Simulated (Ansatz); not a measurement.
Method: DFT PBE, scalar-relativistic, plane waves, PAW in Ansatz 0.2.0. Settings: cutoff 420 eV, Γ-centred meshes spaced at most about 0.3 Å⁻¹, and about 0.25 Å⁻¹ or finer for metals (2π included), Gaussian smearing. Collinear spin in cells that started with moments and kept them past the coarse steps, no spin elsewhere.

These are static total energies at zero pressure.

Compare these two cells of HfNbF3, each relaxed at this level.

1. (site moments Hf 0.3; Nb 3.0 μB)

Space group Pm-3m (No. 221). a = 4.337 Å, b = 4.337 Å, c = 4.337 Å, α = 90.00°, β = 90.00°, γ = 90.00°
```json
{"atom": "Hf", "site": "1a", "symmetry": "m-3m", "x": "0.0000", "y": "0.0000", "z": "0.0000"}
{"atom": "Nb", "site": "1b", "symmetry": "m-3m", "x": "0.5000", "y": "0.5000", "z": "0.5000"}
{"atom": "F", "site": "3d", "symmetry": "4/mm.m", "x": "0.5000", "y": "0.0000", "z": "0.0000"}
```

2. (site moments Nb 2.7 μB)

Space group P6/mmm (No. 191). a = 4.390 Å, b = 4.390 Å, c = 6.080 Å, α = 90.00°, β = 90.00°, γ = 120.00°
```json
{"atom": "Hf", "site": "1b", "symmetry": "6/mmm", "x": "0.0000", "y": "0.0000", "z": "0.5000"}
{"atom": "Nb", "site": "1a", "symmetry": "6/mmm", "x": "0.0000", "y": "0.0000", "z": "0.0000"}
{"atom": "F", "site": "3g", "symmetry": "mmm", "x": "0.5000", "y": "0.0000", "z": "0.5000"}
```

Question: Which form is favoured at zero pressure, and by what margin per atom?

Answer: Cell 1 is lower, by 156 meV/atom. Cell 1 has the cubic perovskite type, space group Pm-3m (No. 221), 16.3 Å³/atom and no gap on its mesh; cell 2 has space group P6/mmm (No. 191), 20.3 Å³/atom and no gap. Counting F atoms around Hf and Nb (those within 1.25 times the shortest such distance or 1.15 times the sum of covalent radii, 1.27 where that leaves under three; the shortest distance is added where it exceeds 1.18 times the sum of covalent radii), cell 1 has Hf 6, Nb 12 from 3.1 Å and cell 2 has Hf 6, Nb 12 from 3.7 Å. The denser one is the lower, and pressure would at first widen the difference. In cell 1, around Hf lie 6 F at 2.17 Å; around Nb lie 12 F at 3.07 Å; F has 2 Hf at 2.17 Å, 4 Nb at 3.07 Å and 8 F at 3.07 Å. In cell 2, Hf has 6 F at 2.20 Å and 2 Nb at 3.04 Å; Nb has 2 Hf at 3.04 Å; F is surrounded by 2 Hf at 2.20 Å and 4 F at 2.20 Å. Both come from invented guesses. A third cell relaxed alike, in Amm2, lies 0.82 eV/atom below the lower of the two.

These runs have no spin–orbit coupling, which can matter for Hf. The magnetic state reached may not be the lowest. Cells relaxed within their symmetry can be saddle points. Some candidate types were left out of the draw beforehand, so a known form may be missing.
